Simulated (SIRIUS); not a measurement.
A self-consistent single point of GaN (P6_3mc, 4 atoms in the cell; from Materials Project mp-804, changed as shown).

```
GaN
1.0
    3.14583     0.00000     0.00000
   -1.57292     2.72437     0.00000
    0.00000     0.00000     5.12218
Ga N
2 2
Cartesian
  1.57292   0.90812   2.55638
  0.00000   1.81625   5.11747
  1.57292   0.90812   4.48662
  0.00000   1.81625   1.92553
```

Level of theory: PBE, PseudoDojo 0.5 standard norm-conserving PBE (tails mended) pseudopotentials (plane waves; SIRIUS).

SIRIUS settings:

```
key                                                                                                           value
--------------------------------------  ---------------------------------------------------------------------------
parameters.ngridk                                                                                             8 8 6
parameters.xc_functionals                                                              [XC_GGA_X_PBE, XC_GGA_C_PBE]
parameters.gk_cutoff                                                                                   9.165 1/bohr
parameters.pw_cutoff                                                                                  18.331 1/bohr
parameters.smearing                                                                                        gaussian
parameters.smearing_width                                                                                 0.0001 Ha
potentials                              PseudoDojo 0.5 standard norm-conserving PBE (tails mended) pseudopotentials
parameters.electronic_structure_method                                                              pseudopotential
parameters.num_bands                                                                                             22
parameters.num_mag_dims                                                                                           0
parameters.num_dft_iter                                                                                         100
parameters.energy_tol                                                                                      1e-07 Ha
parameters.density_tol                                                                                        1e-06
mixer.type                                                                                                 anderson
mixer.beta                                                                                                      0.7
mixer.use_hartree                                                                                              true
```

Q: Estimate, at this level of theory: gap on the k-point mesh and pressure.

A: The run gave:

- Gap on the k-point mesh = 2.22 eV
- Pressure = 14.05 GPa

Gaps are taken between levels on the mesh.

For comparison: a first run was changed to give this one (volume scaled by 0.96), and from it to this one the free energy goes up by 27.3 meV/atom, the pressure goes from 5.34 to 14.05 GPa, the largest force goes from 0.007 to 0.015 eV/Å and the gap on the mesh goes from 1.940 to 2.219 eV.

The structure comes from a collection of computed structures, made at another level of theory; the collection holds predicted forms beside known ones.

Cost on one core: very roughly 70 core-seconds.

“Tails mended”: in these copies of the files the far tail of each local potential was reset to the Coulomb form.
